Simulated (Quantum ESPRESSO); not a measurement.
```xyz
2
Lattice="4.1383 0.0000 0.0000 0.0000 4.1383 0.0000 0.0000 0.0000 4.1383" Properties=species:S:1:pos:R:3 pbc="T T T"
Br     2.0691     2.0691     2.0691
Cs     0.0000     0.0000     0.0000
```

Cell and atoms were relaxed with LDA from Materials Project entry mp-22906, within its symmetry.

Q: What does norm-conserving LDA (Quantum ESPRESSO, 48 Ry, no spin-orbit coupling) give for the electronic structure near the Fermi level?

A: The LDA gap is direct, 4.53 eV at Γ. Spin-orbit splittings are left out.
